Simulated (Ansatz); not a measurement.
## Trial structure types under relaxation

These are results of DFT PBE, scalar-relativistic, plane waves, PAW (Ansatz), not measurements. Settings: cutoff 420 eV, Γ-centred meshes no coarser than 0.19 Å⁻¹ for metals and 0.3 Å⁻¹ for insulators (2π included), Gaussian smearing.

Each formula is placed on the named type at a guessed volume, then cell and atoms relax at zero pressure without lowering the symmetry. Keeping the type says nothing about stability against other structures or lower symmetry. Neighbours of unlike kind are counted within 25 % of the shortest distance of their pair. The atoms listed around a site end at a clear gap in distance instead, so their number can differ.

Spin–orbit coupling is left out.

(1) Ta2H3 on the corundum type (R-3c, No. 167), with Ta for Al, H for O: does the type hold?

(2) Does RbV keep the AuCd (B19) type (Pmma, No. 51), with Rb for Cd, V for Au?

(3) HfSc2O2 on the ThCr2Si2 type (I4/mmm, No. 139), with Hf for Th, O for Cr, Sc for Si: does the type hold?

## Answers

(1) Yes: a = 5.011 Å, c = 12.055 Å. Ta is coordinated by 6 H at 1.96–1.98 Å; around H lie 4 Ta at 1.96–1.98 Å and 2 H at 2.22 Å (next H at 2.48 Å).

(2) No. It keeps the space group, but the neighbours change from Rb 8 V; V 8 Rb to Rb 6 V; V 6 Rb, with a = 4.184 Å, b = 3.165 Å, c = 11.159 Å. Rb is coordinated by 2 Rb at 3.17 Å and 2 V at 3.62 Å (next V at 4.08 Å); V has 2 V at 2.10 Å.

(3) Only loosely: the neighbours of unlike kind stay the same, but the proportions of the cell change a good deal: a = 3.556 Å, c = 14.506 Å. Around Hf lie 4 Hf at 3.56 Å, 8 Sc at 3.62 Å and 8 O at 4.04 Å (next Sc at 4.66 Å); around Sc lie 4 O at 2.05 Å; O has 4 Sc at 2.05 Å and 4 O at 2.51 Å.

Cost: 3 runs of about 15 core-minutes in all, on Intel Xeon Platinum 8259CL (Skylake/Cascade Lake), Intel Xeon 6975P-C (Granite Rapids), Arm Neoverse V1 (shared hosts).